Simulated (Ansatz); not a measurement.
Clamped-ion strain scan in KMgH$_{3}$

All numbers below come from Ansatz 0.2.0, DFT r2SCAN, scalar-relativistic, plane waves, PAW. Cutoff 500 eV, Γ-centred 6×6×6 k-points, Gaussian smearing of 0.05 eV. No spin polarisation. Energies are free energies at this smearing, counted from the undisturbed cell; pressure is positive in compression.

Zero of the scan (as given, not relaxed at this level; it stands at -0.9 GPa, and it needn't be the usual structure):

```yaml
crystal:
  lattice:
    - [4.02500, 0.00000, 0.00000]
    - [0.00000, 4.02500, 0.00000]
    - [0.00000, 0.00000, 4.02500]
  atoms:
    - { symbol: K, position: [0.00000, 0.00000, 0.00000] }
    - { symbol: Mg, position: [0.50000, 0.50000, 0.50000] }
    - { symbol: H, position: [0.00000, 0.50000, 0.50000] }
    - { symbol: H, position: [0.50000, 0.00000, 0.50000] }
    - { symbol: H, position: [0.50000, 0.50000, 0.00000] }
```

The cell is strained by ε times the Voigt pattern (0, 0, 0, 1, 0, 0) (xx, yy, zz, yz, xz, xy; engineering shear) with fractional coordinates fixed.

```tsv
ε	ΔE (meV/atom)	stress summed along the pattern (GPa, tension positive)	pressure (GPa)	gap on the mesh (eV)
-0.0200	0.7	-0.81	-0.9	3.11
-0.0100	0.2	-0.41	-0.9	3.11
0.0000	0.0	0.00	-0.9	3.11
0.0025	0.0	0.10	-0.9	3.11
0.0050	0.0	0.20	-0.9	3.11
0.0075	0.1	0.30	-0.9	3.11
0.0125	0.3	0.51	-0.9	3.11
0.0150	0.4	0.61	-0.9	3.11
0.0175	?	?	-0.9	3.11
```

By symmetry 0.0200 repeats -0.0200, -0.0150 repeats 0.0150, 0.0100 repeats -0.0100, -0.0050 repeats 0.0050 in energy, with the opposite slope along the path.

(1) Give the withheld values.

Answers

(1) ΔE (meV/atom) at ε = 0.0175: 0.5; stress summed along the pattern (GPa, tension positive) at ε = 0.0175: 0.71.